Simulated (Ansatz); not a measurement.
Starting cell, HfO2 (fluorite):

```yaml
crystal:
  lattice:
    - [0.00000, 5.09760, 5.09760]
    - [2.54880, 2.54880, 5.09760]
    - [2.54880, 2.54880, 0.00000]
  atoms:
    - { symbol: Hf, position: [0.00000, 0.00000, 0.00000] }
    - { symbol: Hf, position: [0.50000, 0.00000, 0.00000] }
    - { symbol: O, position: [0.00000, 0.25000, 0.25000] }
    - { symbol: O, position: [0.50000, 0.25000, 0.25000] }
    - { symbol: O, position: [0.00000, 0.75000, 0.75000] }
    - { symbol: O, position: [0.50000, 0.75000, 0.75000] }
```

The atoms are displaced by Q × the pattern below (from a DFPT mode at X = (0.5, 0.5, 0.0), largest move 1; Q in Å), at fixed cell. It is one choice among 2 degenerate patterns. (q is in reciprocal vectors of the primitive cell; the cell shown is doubled to hold the pattern.)

| atom | x | y | z |
|---|---|---|---|
| Hf1 | 0.001 | 0.000 | 0.000 |
| Hf2 | -0.001 | 0.000 | 0.000 |
| O3 | 0.000 | -1.000 | 0.000 |
| O4 | 0.000 | 1.000 | 0.000 |
| O5 | 0.000 | -1.000 | 0.000 |
| O6 | 0.000 | 1.000 | 0.000 |

Calculation: PBE (plane waves to 420 eV, PAW, scalar-relativistic; Ansatz, a first-principles code). k mesh 11×11×11 (Γ-centred), Fermi-Dirac smearing 0.05 eV. HfO2 is run without spin polarisation. HfO2 was relaxed with its symmetry unable to fall. Spin-orbit coupling is left out, though Hf is heavy. This is a high-temperature form of HfO2. 

```csv
Q (Å),−dE/dQ from forces (eV/Å)
-0.280,27.003
-0.233,20.578
-0.187,15.237
-0.140,10.726
-0.093,6.820
-0.047,3.312
0.000,0.000
0.047,-3.312
0.093,-6.820
0.140,-10.726
0.187,-15.237
0.233,-20.578
0.280,-27.003
```

What harmonic wavenumber does the curvature at Q = 0 give?

546 cm⁻¹. E″ = 70.26 eV/Å², M = Σ mᵢ|uᵢ|² = 64.0 u, ν̃ = 521.5·√(|E″|/M).

(A displaced cell: forces are minus the slopes of the energy, force constants its curvatures, and phonons follow from these.)
